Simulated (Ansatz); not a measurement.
All numbers below come from DFT PBE, scalar-relativistic, plane waves, PAW in Ansatz. All cells share a 420 eV cutoff and Γ-centred k meshes spaced at most about 0.3 Å⁻¹ (about 0.25 or finer for metals, 2π included). Collinear spin in cells that started with moments and kept them past the coarse steps, no spin elsewhere.

Temperature and zero-point effects are left out.

Compare these two cells of InWS4, each relaxed at this level.

A. (no spin)

```
CELL_PARAMETERS angstrom
4.36685 0.00000 0.00000
-2.18343 3.78180 0.00000
0.00000 0.00000 8.33840
ATOMIC_POSITIONS crystal
In 0.00000 0.00000 0.42393
W 0.00000 0.00000 0.75323
S 0.33333 0.66667 0.75769
S 0.66667 0.33333 0.75769
S 0.33333 0.66667 0.26390
S 0.66667 0.33333 0.26390
```

B. (site moments W 2.7; S -0.3 μB)

```
CELL_PARAMETERS angstrom
4.95362 0.00000 0.00000
0.00000 4.95362 0.00000
0.00000 0.00000 5.61485
ATOMIC_POSITIONS crystal
In 0.50000 0.50000 0.00000
W 0.50000 0.50000 0.50000
S 0.00000 0.00000 0.50000
S 0.00000 0.50000 0.00000
S 0.50000 0.00000 0.00000
S 0.00000 0.00000 0.00000
```

**Question.** Which form is favoured at zero pressure, and by what margin per atom?

**Answer.** A is lower, by 0.95 eV/atom. A has space group P6mm (No. 183), 23.0 Å³/atom and no gap on its mesh; B has space group P4/mmm (No. 123), 23.0 Å³/atom and no gap. Counting S atoms around In and W (those within 1.25 times the shortest such distance or 1.15 times the sum of covalent radii; the shortest distance is added where it is long for a bond), A has In 6, W 6 and B has In 4, W 12 from 3.5 Å. Their magnetic states differ too. Even the lower one lies +0.36 eV/atom against the reference forms of the elements (uncorrected), so neither is stable at this level. Both come from invented guesses. A third cell relaxed alike, in P4/mmm, lies 0.42 eV/atom below the lower of the two.

No dispersion correction is applied, so the spacing and binding between layers, chains or molecules are poorly described (P6mm), and this can change margins and order among such cells. Spin–orbit coupling, which can matter for W, is left out. In P6mm an odd number of electrons in the primitive cell allows no gap without spin; a larger cell or a magnetic state could open one. A magnetic state wasn't ruled out in cells without spin, among them P6mm. The magnetic state reached may not be the lowest. Cells relaxed within their symmetry can be saddle points. Some candidate types were left out of the draw beforehand, so a known form may be missing.
